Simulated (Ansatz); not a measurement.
HgTe:
```yaml
crystal:
  lattice:
    - [4.22413, 0.00000, 0.00000]
    - [-2.11207, 3.65821, 0.00000]
    - [0.00000, 0.00000, 3.86324]
  atoms:
    - { symbol: Hg, position: [0.00000, 0.00000, 0.00000] }
    - { symbol: Te, position: [0.66667, 0.33333, 0.50000] }
```

Relaxed with PBE. Special points in fractions of this cell's reciprocal vectors: Γ (0.000, 0.000, 0.000); M (0.500, 0.000, 0.000); K (0.333, 0.333, 0.000); A (0.000, 0.000, 0.500); L (0.500, 0.000, 0.500); H (0.333, 0.333, 0.500).

Task: List the band energies nearest the Fermi level at these points for PBE (plane waves, PAW; program Ansatz).

Result: In eV from the Fermi level; about four levels below and three above (degenerate sets whole), none deeper than 8.9 eV; points with the same levels are listed once.

| k | below | above |
|---|---|---|
| Γ | -1.50 -0.87 -0.26 -0.26 | 5.26 5.26 5.66 |
| M | -6.31 -6.25 -5.27 -1.70 | 0.54 0.93 4.92 |
| K | -6.33 -6.05 -5.17 -3.37 | 0.76 3.33 4.77 |
| A | -6.55 -6.55 -6.41 -6.41 -5.49 | 0.31 0.31 3.24 |
| L | -6.07 -3.71 -3.01 -2.05 | 0.14 4.23 4.27 |
| H | -2.98 -2.93 -2.47 -0.97 | 1.61 6.92 8.54 |

Space group P-6m2. A made-up cell: these elements were put on the sites of a structure type; neither database checked (COD, Materials Project) lists it. It is not the phase usual at ambient conditions (space group No. 216). The PBE relaxation kept the symmetry of its start; its stability against distortions is not shown here. Scalar-relativistic: spin–orbit coupling is off unless named, which matters more the heavier the elements.

Potentials: the later of the program's two PAW sets.
